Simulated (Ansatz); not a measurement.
PbTe (rock salt)

```
PbTe
1.0
    0.00000     3.28470     3.28470
    3.28470     0.00000     3.28470
    3.28470     3.28470     0.00000
Te Pb
1 1
Direct
  0.00000   0.00000   0.00000
  0.50000   0.50000   0.50000
```

Scan: atom 2 (Pb, nearest neighbour Te at 3.285 Å; its periodic images, 4.6 Å or more away, move with it) is displaced along Cartesian [111], direction (0.577, 0.577, 0.577) in Cartesian axes, by s. The other atoms stay.

Computed with PBE (plane waves to 420 eV, PAW, scalar-relativistic; Ansatz, a program for electronic structure). k mesh 7×7×7 (Γ-centred), Fermi-Dirac smearing 0.05 eV. Energies are smeared free energies. PbTe was relaxed with its symmetry unable to fall. Spin-orbit coupling is left out, though Pb and Te are heavy. The PAW data are Ansatz's earlier set. The zero of ΔE is the undisplaced structure.

```
s (Å)   ΔE (meV/cell)
------  -------------
-0.990       withheld
-0.792            488
-0.594            209
-0.396             57
-0.198              6
0.000               0
0.198               6
0.396              57
0.594             209
0.792             488
0.990        withheld
```

Problem. Fit an even polynomial form (powers 2, 4, 6) to the given rows and predict ΔE at s = -0.990.

Solution. Least squares on the 9 given rows: ΔE = (113.7)·s² + (1742)·s⁴ + (-1089)·s⁶, in meV/cell with s in Å; root-mean-square residual 0.6 meV/cell. At -0.990 the fit gives 760 meV/cell; the calculation gives 874 meV/cell, so the extrapolation is off by -114 (-13.0 %). The quadratic term alone would give 111 meV/cell.

(A displaced cell: forces are minus the slopes of the energy, force constants its curvatures, and phonons follow from these.)
